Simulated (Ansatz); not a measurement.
Single point in Ansatz 0.2.0 with PBE, no spin polarisation. Cutoff 420 eV, PAW datasets, 6×6×6 Γ-centred k mesh, cold filling (width 0.0159 eV).

Computed maps in the lattice plane spanned by a (left to right, 5.67 Å, 17 points from zero) and b (bottom to top, 5.67 Å, 17 points from zero), 90° apart, at height 0.000 along c. The fields are smooth PAW ones with compensation charges, not the true ones near nuclei.

Valence density. Digits on a logarithmic scale: 0 up to 0.03 e/Å³, each further digit a factor of 1.6, 9 from 1.3 e/Å³ up:
```
99976543112345799
99878874323577789
77799996435799977
55799997546999986
34799997667999985
23579987887899974
12356779999777643
11234689999865431
11345689999864321
13467779999776532
24799987887899753
35899997667999974
56899996457999975
77799975346999977
99877753234788789
99975432113456799
99975321111235799
```

ELF. Ten even steps from '0' (0.01) to '9' (0.84):
```
77412331000122147
74148985102687414
21498997105999941
12794497215974882
02897795225974993
01699963343699983
00255533113357751
00001241001322110
00112231001421000
01577533113355520
03899963433699961
03994795225977982
12884795127944972
21499995017998941
74147862015898414
77412210001332147
27721000000001277
```

The cell is Ba$_{2}$TeOsO$_{6}$. Which atoms lie within 0.2 Å of this plane, and where (fractions of a and b)?

Os at (0.00, 0.00), O at (0.24, 0.26), O at (0.26, 0.76), O at (0.76, 0.74), O at (0.74, 0.24), Te at (0.50, 0.50). The whole cell:
```xyz
10
Lattice="0.0000 5.6706 0.0000 5.6706 0.0000 0.0000 2.8353 2.8353 -4.3834" Properties=species:S:1:pos:R:3 pbc="T T T"
Os    0.0000    0.0000    0.0000
O     1.4914    1.3836    0.0000
O     4.2870    1.4914    0.0000
O     4.1793    4.2870    0.0000
O     1.3836    4.1793    0.0000
Te    2.8353    2.8353    0.0000
O     2.8353    2.8353   -1.9199
O     5.6706    5.6706   -2.4635
Ba    2.8353    5.6706   -2.1917
Ba    5.6706    2.8353   -2.1917
```

Origin: a known structure type with other elements, at an estimated volume, so it need not be a known compound. Caveats: many states at the Fermi level without spin polarisation, so a magnetic state may lie lower; atoms or cell far from equilibrium.
